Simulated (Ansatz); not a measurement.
All numbers below come from DFT PBE, scalar-relativistic, plane waves, PAW in Ansatz 0.2.0. The final run on the 10-atom cell used 420 eV, a Γ-centred 10×10×10 mesh, 0.02 eV smearing and no spin polarisation.

Energies over the elements count from the elements' standard structures at the same level, with no fitted energy shifts. The references include black phosphorus.

Question: Suggest a trial structure for a tetragonal semiconductor made of As, Ga and P, with a gap near 0.7 eV, a formation energy near −0.38 eV/atom and about 23 Å³ per atom, in a cell of 10 atoms.

Answer: Ga₅As₃P₂, space group I-4m2 (No. 119). Ga on a site of symmetry 2mm is surrounded by 2 P at 2.41 Å and 2 As at 2.47 Å; around Ga on a site of symmetry -4m2 lie 4 As at 2.47 Å; P is surrounded by 4 Ga at 2.41 Å; As on a site of symmetry 2mm is surrounded by 4 Ga at 2.47 Å; 2 more sites not described.

```
Ga P As
1.0
    -1.99563    1.99563   14.13698
     1.99563   -1.99563   14.13698
     1.99563    1.99563  -14.13698
Ga P As
5 2 3
Direct
  0.60296 0.60296 0.00000
  0.00000 0.00000 0.00000
  0.39704 0.39704 0.00000
  0.80141 0.80141 0.00000
  0.19859 0.19859 0.00000
  0.34923 0.84923 0.50000
  0.15077 0.65077 0.50000
  0.94855 0.44855 0.50000
  0.75000 0.25000 0.50000
  0.55145 0.05145 0.50000
```

* Volume per atom: 22.52 Å³
* Density: 4.68 g/cm³
* Formation energy: −0.376 eV/atom
* Gap on the 10×10×10 mesh of the 10-atom cell: 0.67 eV

It was reached by relaxing an invented guess, and it needn't be the stable form of this composition. The answer needn't be unique; the calculation gave this one.

Kohn–Sham gaps at this level usually fall short of measured ones. The reference forms of As and P are held partly by dispersion forces, which this level lacks. A later test with randomly moved atoms came back to the same energy, though modes that don't fit the test's cell weren't probed.
